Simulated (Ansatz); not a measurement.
Ansatz (a quantum-chemistry and plane-wave program) input:

Ansatz 0.2 input:
```yaml
crystal:
  lattice:
    - [8.7697955482, 0.0, 0.0]
    - [0.0, 4.4584903682, 0.0]
    - [0.0, 0.0, 10.6251356603]
  atoms:
    - { symbol: Pb, position: [0.1538628924, 0.75, 0.844567299] }
    - { symbol: Pb, position: [0.8461371076, 0.25, 0.155432701] }
    - { symbol: Pb, position: [0.3461371076, 0.25, 0.344567299] }
    - { symbol: Pb, position: [0.6538628924, 0.75, 0.655432701] }
    - { symbol: I, position: [0.9970189021, 0.25, 0.6723237471] }
    - { symbol: I, position: [0.0029810979, 0.75, 0.3276762529] }
    - { symbol: I, position: [0.5029810979, 0.75, 0.1723237471] }
    - { symbol: I, position: [0.4970189021, 0.25, 0.8276762529] }
    - { symbol: Br, position: [0.3420144081, 0.75, 0.551706711] }
    - { symbol: Br, position: [0.6579855919, 0.25, 0.448293289] }
    - { symbol: Br, position: [0.1579855919, 0.25, 0.051706711] }
    - { symbol: Br, position: [0.8420144081, 0.75, 0.948293289] }
kpoints:
  mp_grid: { grid: [3, 6, 3] }
hamiltonian:
  xc: r2scan
  dispersion: d4
  pseudopotentials: { kind: paw }
scf:
  occupations: { method: fixed }
checkpoint: { read: static.run }
output: { write_density: true, elf: true, volumetric_format: npy }
basis: { fft_grid_basis: typed }
```

Output (shortened):

```
Pseudopotential: Pb, paw, valence charge 14
Pseudopotential: I, paw, valence charge 17
Pseudopotential: Br, paw, valence charge 7
Functional definition: r2SCAN
Crystal: 12 atoms, lattice volume = 415.443 Å³
Basis set: ecut = 500 eV, 10517 PW (Γ), exchange–correlation on 256×144×320 points (64 copies of the dense FFT grid, shifted against one another)
Bands: 92, of which v1, the nominal top of the filled ones, is band 76 counted from 1 (75 counted from 0)
Symmetry: 8 space group operations
Space group: Pnma (ITA 62), of the structure as read, at distance tolerance 7.5e-5 Å
k-points: 16 of 54
Stability of the state it starts from, as read at its close in the unpolarized treatment …
iter 1 solved again at ethr=2.01e-7 eV; its pass at ethr=3.10e-3 eV (dr2=3.06e-4 eV) is discarded
SCF iter   1: F=—  HF=-88979.175486 eV  |F-HF|=—  |Δ(HF+E_count)|=         —  Δρ=5.48e-7  dr2=1.10e-9  dr2_τ=8.65e-11  ethr=2.01e-7  ⟨swp⟩=4.4  Hψ=9833  notcnv=0  defer=224
preconditioner: auto → Resta (q_TF=auto, 2.307 Å⁻¹)
SCF iter   2: F=—  HF=-88979.175597 eV  |F-HF|=—  |Δ(HF+E_count)|=   1.12e-4  Δρ=3.15e-7  dr2=4.12e-10  dr2_τ=8.45e-11  ethr=1.00e-12  ⟨swp⟩=19.2  Hψ=10795  notcnv=0
SCF iter   3: F=-88979.175597 eV  HF=-88979.175597 eV  |F-HF|=8.73e-11  |Δ(HF+E_count)|=  1.31e-10  Δρ=1.93e-7  dr2=1.37e-10  dr2_τ=9.67e-12  ethr=1.00e-12  ⟨swp⟩=1.0  Hψ=2851  notcnv=0
SCF 1 converged in 3 iterations: F = -88979.175597 eV  dr2 = 1.37e-10
SCF converged after 3 iterations
Free energy (F): -88979.175597 eV
Harris-Foulkes:  -88979.175597 eV  (|F-HF|=8.73e-11)
Internal energy: -88979.175597 eV  (E = F + TS)
E sigma→0 (E₀):  -88979.175597 eV
Fermi energy:    5.112452 eV
--- Per-component energies (eV) ---
  E_band       = -1998.356087
  E_kinetic    = 2432.214715
  E_local      = -13828.714247  (includes V_loc(G=0)·N_el)
  E_nonlocal   = 1320.681013
  E_hartree    = 6340.663164
  E_xc         = -2321.020048
  E_vxc        = -1595.905134  (∫ρ·V_xc dr)
  E_paw        = -70158.149684  (= ΣΔE_a)
  E_vpaw       = -3104.633545  (= ΣTr[D̂ρ^β])
  E_aug_tail   = -0.000054  (compensation charges beyond the density's cutoff)
  E_vtau       = 96.674426  (kinetic-family band-sum trace: ∫τ·v_τ [+ j·A + Jᵃ·Aᵃ] dr)
  E_ewald      = -12766.954876
  E_disp       = -1.417028  (pairwise vdW)
  E_core_change = 3.521447  (= ΣΔE_core)
  E_smearing   =  0.000000  (= −TS)
  E_closure    =  0.000000  (closes the sum)
  Σ components = -88979.175597   (vs F -88979.175597, Δ=0.00e0)
  [band-id]    e_kinetic+e_local+e_nonlocal+2·e_hartree+e_vxc+e_vpaw+e_augmentation_tail+e_vtau = -1998.356497   (vs E_band -1998.356087, Δ=-4.10e-4)
--- Band table (eV; the first three rows and the last of 16) ---
  k-point 0: bands = ["-39.2773", "-39.2773", "-39.2772", "-39.2772", "-39.2736", "-39.2736", "-39.2735", "-39.2735", "-39.2066", "-39.2066", "-39.2064", "-39.2064", "-39.2045", "-39.2044", "-39.2043", "-39.2043", "-39.1835", "-39.1835", "-39.1835", …
  k-point 1: bands = ["-39.2773", "-39.2773", "-39.2772", "-39.2772", "-39.2736", "-39.2736", "-39.2735", "-39.2735", "-39.2066", "-39.2066", "-39.2064", "-39.2064", "-39.2044", "-39.2044", "-39.2043", "-39.2043", "-39.1835", "-39.1835", "-39.1835", …
  k-point 2: bands = ["-39.2773", "-39.2773", "-39.2772", "-39.2772", "-39.2735", "-39.2735", "-39.2735", "-39.2735", "-39.2066", "-39.2066", "-39.2064", "-39.2064", "-39.2045", "-39.2044", "-39.2043", "-39.2043", "-39.1835", "-39.1835", "-39.1835", …
  k-point 15: bands = ["-39.2773", "-39.2773", "-39.2773", "-39.2773", "-39.2733", "-39.2733", "-39.2733", "-39.2733", "-39.2065", "-39.2065", "-39.2065", "-39.2065", "-39.2044", "-39.2044", "-39.2044", "-39.2044", "-39.1834", "-39.1834", "-39.1834", …
```

Cost: around 90 core-seconds (rough) on shared cores.

The first step of the workflow began from a Materials Project structure, measured or hypothetical; the Crystallography Open Database copy checked does not list it. Whether it is the stable phase at ambient conditions was not checked. The r²SCAN+D4 relaxation kept the symmetry of its start; its stability against distortions is not shown here. Scalar-relativistic: spin–orbit coupling is off unless named, which matters more the heavier the elements.

Potentials: the later of the program's two PAW sets.

Ansatz is a plane-wave DFT program.
